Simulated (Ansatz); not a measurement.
## Stress against strain in Ga2Cu

```yaml
crystal:
  lattice:
    - [2.83000, 0.00000, 0.00000]
    - [0.00000, 2.83000, 0.00000]
    - [0.00000, 0.00000, 5.83900]
  atoms:
    - { symbol: Ga, position: [0.50000, 0.50000, 0.29500] }
    - { symbol: Ga, position: [0.50000, 0.50000, 0.70500] }
    - { symbol: Cu, position: [0.00000, 0.00000, 0.00000] }
```

Atom numbers follow the list: Ga1, Ga2, Cu3.

The geometry is COD entry 1524302, unchecked; take it as a test cell.

Method: DFT, PBEsol, all-electron LAPW, scalar-relativistic (Ansatz 0.2.0).

Sampling and basis: a Γ-centred 14×14×7 k mesh, Fermi–Dirac smearing of 0.08 eV, basis error target 1 meV/atom, no spin polarisation.

The strain is applied along the Cartesian axes of the cell as listed (the other components stay zero). Fractional coordinates are held (clamped ions).

σ is the change of stress from the unstrained cell, which is at -3.62 GPa; tension is positive, so slopes are stress–strain coefficients at that pressure. In a metal the k mesh adds noise.

Only quantities that a quadratic follows smoothly over the whole series are listed; rougher ones are left out.

```
εxx = εyy  σzz (GPa)  σxx (GPa)
  -0.0200      -1.80      -4.03
   0.0000       0.00       0.00
   0.0100       0.71       1.69
   0.0200       1.30       3.18
```

(1) Fit the series and read off the stiffness at zero strain.

(2) One run, at εxx = εyy = -0.0100, is withheld. Predict its row.

## Answers

(1) Least-squares fits y = p0 + p1 x + p2 x² to the rows give σzz (GPa): p1 = 77.5, p2 = -620; σxx (GPa): p1 = 180, p2 = -1100. So C13 + C23 = 77 GPa and C11 + C12 = 180 GPa, for these axes.

(2) The fits give -0.84, -1.91; the run gave -0.84, -1.90.
